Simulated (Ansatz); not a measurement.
A geometry of Mg away from equilibrium: step 3 of the relaxation of a relaxed Mg cell, doubled along one cell vector, shaken by Gaussian noise of σ = 0.08 Å a coordinate. All values below come from r2SCAN (plane waves to 500 eV, PAW, scalar-relativistic; Ansatz, a program for electronic structure). Γ-centred k-mesh 3×6×11 on the run's cell (coarser than for final values), Fermi–Dirac smearing 0.05 eV.

```xyz
6
Lattice="11.9571 0.0178 0.0018 -2.9816 5.1639 -0.0002 0.0004 0.0001 3.0260" Properties=species:S:1:pos:R:3:forces:R:3 pbc="T T T" free_energy=-11555.489 pressure_GPa=-0.3
Mg     2.7297     0.0563     1.5891   -0.0789    0.2653    0.0355
Mg     9.0283    -0.0648     1.7856   -0.0134   -0.3735    0.4635
Mg     1.5433     2.8789     1.7486    0.3067   -0.0542    0.2683
Mg     7.6309     2.4658     1.2645   -0.3259    0.1974   -0.2774
Mg    -1.4251     2.4650     1.5222    0.2094   -0.0188   -0.0695
Mg     4.5565     2.5089     0.9859   -0.0980   -0.0163   -0.4205
```

Positions in Å, forces in eV/Å, free energy of the cell in eV (comparable only within this code, potentials and settings). Largest force: 0.60 eV/Å, on Mg2 (atoms numbered as listed); the geometry lies 0.50 eV/atom above the end of its relaxation.

No spin polarisation in the result.

Of the parent cell (P6/mmm (No. 191)): it is a generated cell of Mg: the first start was made by placing the elements on the sites of a structure type, and the end was not matched to a known phase here, so it may be hypothetical. Known forms of Mg include space group No. 194.
